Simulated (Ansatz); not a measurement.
**ZnS: Quadrupolar parameters**

The cell is a Materials Project structure (computed, not necessarily an observed phase), atoms as given.

```
Zn S
1.0
     3.80748    0.00000    0.00000
    -1.90374    3.29737    0.00000
     0.00000    0.00000   43.59573
Zn S
14 14
Direct
  0.66667 0.33333 0.07151
  0.00000 0.00000 0.64288
  0.33333 0.66667 0.78575
  0.33333 0.66667 0.57151
  0.00000 0.00000 0.14288
  0.00000 0.00000 0.35715
  0.66667 0.33333 0.92856
  0.33333 0.66667 0.21431
  0.66667 0.33333 0.71431
  0.66667 0.33333 0.28575
  0.33333 0.66667 0.00003
  0.66667 0.33333 0.50003
  0.00000 0.00000 0.85715
  0.33333 0.66667 0.42856
  0.33333 0.66667 0.48205
  0.33333 0.66667 0.05361
  0.66667 0.33333 0.33926
  0.00000 0.00000 0.41067
  0.66667 0.33333 0.76783
  0.00000 0.00000 0.91067
  0.00000 0.00000 0.19640
  0.66667 0.33333 0.12499
  0.33333 0.66667 0.83926
  0.66667 0.33333 0.98205
  0.66667 0.33333 0.55361
  0.33333 0.66667 0.26783
  0.00000 0.00000 0.69640
  0.33333 0.66667 0.62499
```

Atom numbers follow the list; atoms alike are taken as one site, whose name carries the number of the first.

All values are calculated (Ansatz; DFT, PBE, plane waves and PAW, scalar-relativistic, 420 eV cutoff, Γ-centred 8×8×1 k-points, Fermi–Dirac smearing 0.02 eV), not measured.

V_zz is the principal component of the electric field gradient with the largest magnitude, η = (V_xx − V_yy)/V_zz and C_Q = eQV_zz/h.

⁶⁷Zn: I = 5/2, Q = 122.0 mb; ³³S: I = 3/2, Q = -69.40 mb. Quadrupole moments are those of Pyykkö's year-2017 table.

**Question.** What field gradients does the calculation give at each kind of site?

**Answer.** 

```
site  atoms (order as listed)          first shell  V_zz (10²¹ V/m²)     η  C_Q (MHz)
 Zn1                     1, 4        4 S at 2.33 Å             0.042  0.00      0.124
 Zn2        2, 5, 7, 8, 9, 14        4 S at 2.33 Å             0.010  0.00      0.030
 Zn3             3, 6, 10, 13        4 S at 2.33 Å            <0.005     –         ≈0
Zn11                   11, 12   4 S at 2.33–2.34 Å            -0.095  0.00     -0.281
 S15                   15, 24       4 Zn at 2.33 Å              0.13  0.00     -0.213
 S16                   16, 25  4 Zn at 2.33–2.34 Å              0.21  0.00     -0.353
 S17           17, 18, 20, 23       4 Zn at 2.33 Å             0.052  0.00     -0.087
 S19                   19, 26       4 Zn at 2.33 Å             0.065  0.00     -0.110
 S21                   21, 27       4 Zn at 2.33 Å             0.062  0.00     -0.104
 S22                   22, 28       4 Zn at 2.33 Å             0.056  0.00     -0.095
```

An axis of threefold or higher order runs through Zn1, Zn2, Zn11, S15, S16 and S17 and others, so V_zz lies along it and η is zero.
